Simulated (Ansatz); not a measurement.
# Structures of K2NaCl3: which is lowest?

Plane-wave DFT in Ansatz with scalar-relativistic PAW potentials, cutoff 420 eV, Γ-centred meshes chosen by cell and gap, Gaussian smearing with energies taken to zero width. Every cell was relaxed (cell and atoms) in a run of its own, within the symmetry of its start. Functional: PBEsol.

Relaxed structures (starts from databases or built by putting these elements on another compound's sites):
A. P-3m1, 6 atoms in the computed cell, a = 4.251 Å, c = 10.514 Å; sites (symmetry × multiplicity) K 3m. × 2, Na -3m. × 1, Cl -3m. × 1 + 3m. × 2; start: database
B. I4/mmm, 6 atoms in the computed cell, a = 4.307 Å, c = 18.037 Å; sites (symmetry × multiplicity) K 4mm × 4, Na 4/mmm × 2, Cl 4/mmm × 2 + 4mm × 4; start: database

Problem. Rank them by energy. Could pressure change the order?

Solution.
```csv
structure,group,E − E(lowest) (meV/atom),V (Å³/atom),gap on mesh (eV)
A,P-3m1,0.0,27.43,4.99
B,I4/mmm,14.0,27.89,4.89
```

A is lowest, 14 meV/atom under B. The lowest is also the densest of these, so pressure wouldn't bring one of the others in at first order. Other structures may lie lower than all of these, and vibrations aren't counted.